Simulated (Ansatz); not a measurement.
**Computed properties of CuAu**

```
Cu Au
1.0
     2.80000    0.00000    0.00000
     0.00000    2.80000    0.00000
     0.00000    0.00000    3.67000
Cu Au
1 1
Direct
  0.50000 0.50000 0.50000
  0.00000 0.00000 0.00000
```

Atoms are numbered in the order listed.

The cell is COD entry 9004223, as deposited and not checked against the literature; nothing was relaxed.

Spin–orbit coupling is left out, though it moves levels of the heavy atoms by tenths of an eV or more.

Methods: DFT, PBEsol, all-electron LAPW, scalar-relativistic (Ansatz 0.2.0); DFT, PBEsol, PAW with Ansatz's default frozen-core files, scalar-relativistic (Ansatz 0.2.0).

For LAPW: a Γ-centred 13×13×10 k mesh, Fermi–Dirac smearing of 0.05 eV, basis error target 0.25 meV/atom, no spin polarisation. PAW takes a cutoff of 420 eV at this cell (files made with PBE, cores remade for this functional). The Ansatz runs share mesh, smearing and spin set-up. Values come from LAPW unless marked.

```
Band gap                                                                                                               : none: bands cross the Fermi level, a metal
Löwdin charges (with 0.33 e of the cell spilling out of the atomic basis, so their sizes and signs hang on that basis) : Cu1 0.20, Au2 0.14 e
Stress xx, yy, zz (compression positive)                                                                               : -2.16, -2.16, -1.74 GPa
Pressure at this cell                                                                                                  : -2.02 GPa
Volume per atom                                                                                                        : 14.39 Å³
```

(1) Predict this quantity. Density of states at the Fermi level (0.2 eV bin).

(2) Bader charges (from the PAW run): what does the calculation give?

## Answers

(1) 0.48 states/eV per cell.

(2) Cu1 +0.31, Au2 -0.31 e.
